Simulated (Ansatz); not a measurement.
Given:

WC:
```cif
data_C3W3
_chemical_formula_sum 'W3 C3'
_space_group_name_H-M_alt 'Pm-3m'
_space_group_IT_number 221
_space_group_name_Hall '-P 4 2 3'
_cell_length_a 4.20438
_cell_length_b 4.20438
_cell_length_c 4.20438
_cell_angle_alpha 90.000
_cell_angle_beta 90.000
_cell_angle_gamma 90.000
loop_
_atom_site_label
_atom_site_type_symbol
_atom_site_symmetry_multiplicity
_atom_site_Wyckoff_symbol
_atom_site_fract_x
_atom_site_fract_y
_atom_site_fract_z
_atom_site_occupancy
W1 W 3 c 0.00000 0.50000 0.50000 1
C1 C 3 d 0.00000 0.00000 0.50000 1
```

This is the r²SCAN-relaxed structure.

**Question.** All from plane-wave PAW r²SCAN (Ansatz code), unless another level is named. Give the electronic character.

**Answer.** metallic (no gap).

**Question.** What about the density of states at the Fermi level?

**Answer.** 0.65 states/eV per atom (mean over ±0.08 eV).

**Question.** Predict the formation energy from the elements (no fitted shifts).

**Answer.** 0.69 eV/atom.

**Question.** Predict the gap with spin–orbit coupling.

**Answer.** none (metallic).

The start of the workflow was typed in or built on a structure type; neither database checked (COD, Materials Project) lists it. It is not the phase usual at ambient conditions (space group No. 187). Symmetry was held in the r²SCAN relaxation; its stability against distortions is not shown here. No spin polarisation was allowed. Its formation energy is positive at this level, so the cell may be metastable or incomplete. The references are the lowest solids computed at this level, not always the standard phases. Scalar-relativistic: spin–orbit coupling is off unless named, which matters more the heavier the elements.

Potentials: the earlier of the program's two PAW sets.
